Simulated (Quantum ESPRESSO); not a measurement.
# Mo2Li4AuTi: a curve over one atom's position

A calculation, not a measurement. The program is pw.x of Quantum ESPRESSO 7.5 (plane-wave density functional theory). The cell is made up: eight metal atoms on a face-centred cubic lattice, with elements, volume, strain and displacements drawn at random and not relaxed, so it may be unstable or far from any real phase. PseudoDojo standard norm-conserving files set the functional (PBE unless stated); there is no spin polarisation or spin-orbit coupling, the Fermi-Dirac width of 0.25 eV means electrons at about 2900 K, and the masses in the input are unused placeholders. Heavy elements are run without spin-orbit coupling, which real alloys of them have. A spin test at this wide smearing found no moment, but such smearing suppresses magnetism that the real alloy may have.

Seven runs move atom 3 (Li, counted in the order of the input) along z and keep all else fixed.

Input of the run at -0.0047:

```
&control calculation='scf', pseudo_dir='./dojo.nc.sr.pbe.v0_5.standard.upf', outdir='./o', disk_io='medium', tprnfor=.true., tstress=.true. /
&system ibrav=0, nat=8, ntyp=4, nbnd=48, ecutwfc=84.00895049, nosym=.true., tot_charge=0,
 occupations='smearing', smearing='fd', degauss=0.0183746611
/
&electrons conv_thr=1.470e-08, electron_maxstep=70, mixing_beta=0.5 /
ATOMIC_SPECIES
Au 1.0 Au.upf
Li 1.0 Li.upf
Mo 1.0 Mo.upf
Ti 1.0 Ti.upf
CELL_PARAMETERS angstrom
0.0 4.1846 0.0
-4.1846 0.0 -4.1846
-4.1846 0.0 4.1846
ATOMIC_POSITIONS angstrom
Mo 0.0836 0.0127 -0.08
Li -2.1361 0.0755 2.2847
Li -2.178 0.0286 -2.0384
Li -4.0483 -0.0893 -0.0012
Au -2.1462 2.079 0.0907
Ti -4.1383 2.1073 2.1165
Li -4.2294 2.023 -2.1124
Mo -6.3959 2.1645 -0.015
K_POINTS automatic
6 4 4 1 1 1
```

| shift of atom 3 along z (Å) | free energy less that of the input shown (eV) | Fx on atom 3 (eV/Å) | Fy on atom 3 (eV/Å) | Fz on atom 3 (eV/Å) | pressure (GPa) | iterations |
| --- | --- | --- | --- | --- | --- | --- |
| -0.0799 | 0.0086 | 0.127 | -0.032 | 0.198 | -9.13 | 14 |
| -0.0047 | 0.0000 | 0.105 | -0.039 | 0.033 | -9.20 | 14 |
| +0.0150 | -0.0002 | 0.100 | -0.041 | -0.010 | -9.21 | 16 |
| +0.0421 | 0.0008 | 0.093 | -0.043 | -0.068 | -9.23 | 16 |
| +0.0707 | 0.0037 | 0.087 | -0.045 | -0.129 | -9.24 | 14 |
| +0.0826 | 0.0054 | 0.085 | -0.046 | -0.155 | -9.25 | 13 |
| +0.0944 | 0.0073 | 0.082 | -0.047 | -0.180 | -9.24 | 14 |

A cubic fit gives dFz/dz = -2.17 eV/Å² at zero shift. Across the table the energy follows minus the integral of the force to 0.1 meV. A rerun of one of the cells at a higher cutoff and on a denser mesh moved values by no more than 0.002 eV in energy, 0.02 GPa in stress and 0.006 eV/Å in force, and a second program with other atomic files agreed on that cell to 2 % rms in force and 0.5 GPa in pressure.